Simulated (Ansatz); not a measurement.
Starting cell, PtS$_{2}$ (CdI2 type):

```
PtS2
1.0
    3.55229     0.00000     0.00000
   -1.77615     3.07638     0.00000
    0.00000     0.00000     5.12797
Pt S
1 2
Direct
  0.00000   0.00000   0.00000
  0.33333   0.66667   0.23907
  0.66667   0.33333   0.76093
```

Scan: atom 2 (S, nearest neighbour Pt at 2.389 Å; its periodic images, 3.6 Å or more away, move with it) is displaced along Cartesian x, direction (1.000, 0.000, 0.000) in Cartesian axes, by s. The other atoms stay.

Computed with r2SCAN+rVV10 (plane waves to 500 eV, PAW, scalar-relativistic; Ansatz, a first-principles code). k mesh 9×9×5 (Γ-centred), Fermi-Dirac smearing 0.05 eV. E stands for the smeared free energy. As the smearing reaches across the gap at some points, energies and forces of such displacements shift with the k mesh and the smearing. PtS2 is run without spin polarisation. PtS2 was relaxed with its symmetry unable to fall. Spin-orbit coupling is left out, though Pt is heavy. The zero of ΔE is the undisplaced structure.

The scan covers s from -0.720 to 0.720 Å in 11 points.

**Question.** Is this a single well or a double well?

**Answer.** A single well with its minimum at or next to zero displacement.

**Question.** Is the energy the same for equal positive and negative displacements?

**Answer.** Even: the same for both signs. With its periodic images moving along, the atom's site symmetry in this cell is 3m..

**Question.** What is the force constant k = d²E/ds² of this move at s = 0?

**Answer.** 9.77 eV/Å².

(A displaced cell: forces are minus the slopes of the energy, force constants its curvatures, and phonons follow from these.)
